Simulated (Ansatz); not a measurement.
Starting cell, Al (fcc, Cu type):

```xyz
4
Lattice="3.9907 0.0000 0.0000 0.0000 3.9907 0.0000 0.0000 0.0000 3.9907" Properties=species:S:1:pos:R:3 pbc="T T T"
Al     0.0000     0.0000     0.0000
Al     1.9954     1.9954     0.0000
Al     1.9954     0.0000     1.9954
Al     0.0000     1.9954     1.9954
```

Scan: atom 4 (Al, nearest neighbour Al at 2.822 Å; its periodic images, 4.0 Å or more away, move with it) is displaced along Cartesian z, direction (0.000, 0.000, 1.000) in Cartesian axes, by s. The other atoms stay.

The numbers are results of r2SCAN (plane waves to 500 eV, PAW, scalar-relativistic; Ansatz, an electronic-structure program), not measurements. k mesh 9×9×9 (Γ-centred), Fermi-Dirac smearing 0.05 eV. The energy includes the smearing's −TS. With partly filled bands, energies and forces of such displacements shift with the k mesh and the smearing. On this mesh the relaxed cell isn't quite at rest: it carries a pressure of 0.3 GPa (compression positive) at the zero of the scan. Al was relaxed with its symmetry unable to fall. The PAW data are Ansatz's earlier set. The zero of ΔE is the undisplaced structure.

The scan covers s from -0.280 to 0.280 Å in 11 points.

Question: Is this a single well or a double well?

Answer: A single well with its minimum at or next to zero displacement.

Question: Is the energy the same for equal positive and negative displacements?

Answer: Even: the same for both signs. With its periodic images moving along, the atom's site symmetry in this cell is m-3m.

Question: What is the force constant k = d²E/ds² of this move at s = 0?

Answer: 5.50 eV/Å².

(A displaced cell: forces are minus the slopes of the energy, force constants its curvatures, and phonons follow from these.)
